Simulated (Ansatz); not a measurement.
**Every step of a relaxation of Sr**

DFT, LDA, PAW with Ansatz's default frozen-core files, scalar-relativistic (Ansatz 0.2.0); a Γ-centred 14×14×14 k mesh, Fermi–Dirac smearing of 0.05 eV, no spin polarisation. The run relaxes cell and atoms at a target pressure of 0 GPa.

Command: `ansatz run input.yaml --threads 1 --pin off --max-ram 3072MiB --backend cpu --events-out ev --progress --plain --runs-dir out` It took 11 s on 1 thread of Arm Neoverse V2, with other jobs on the host, peak memory 0.33 GiB.

PAW: frozen-core files, cutoff 420 eV; forces are relaxed below 0.003 eV/Å.

Each step lists its free energy a cell above the last geometry, the pressure, the cell vectors (Å), and Cartesian positions (Å) with forces (eV/Å).

The first step:

```
step 1  dF = 42.86 meV  P = -1.58 GPa
  cell 0.0000 3.0423 3.0423  3.0423 0.0000 3.0423  3.0423 3.0423 0.0000
  Sr 0.0000 0.0000 0.0000   0.0000 0.0000 0.0000
```

The PAW files were made under PBE.

Task: Where does the relaxation end, and by which steps?

Result: After 4 geometries, with conventional a, b, c = 5.798, 5.798, 5.798 Å, at 48.732 Å³/atom (-13.47 % against the start) in space group Fm-3m, with a shortest distance of 4.100 Å. The further steps:
```
step 2  dF = 21.44 meV  P = -1.20 GPa
  cell 0.0000 2.9975 2.9975  2.9975 0.0000 2.9975  2.9975 2.9975 0.0000
  Sr 0.0000 0.0000 0.0000   0.0000 0.0000 0.0000
step 3  dF = 1.17 meV  P = 0.35 GPa
  cell 0.0000 2.8730 2.8730  2.8730 0.0000 2.8730  2.8730 2.8730 0.0000
  Sr 0.0000 0.0000 0.0000   0.0000 0.0000 0.0000
step 4  dF = 0.00 meV  P = -0.05 GPa
  cell 0.0000 2.8991 2.8991  2.8991 0.0000 2.8991  2.8991 2.8991 0.0000
  Sr 0.0000 0.0000 0.0000   0.0000 0.0000 0.0000
step 5  dF = 0.07 meV  P = -0.05 GPa  (same geometry on a basis chosen anew; earlier energies don't compare to the last digit)
  cell 0.0000 2.8991 2.8991  2.8991 0.0000 2.8991  2.8991 2.8991 0.0000
  Sr 0.0000 0.0000 0.0000   0.0000 0.0000 0.0000
```
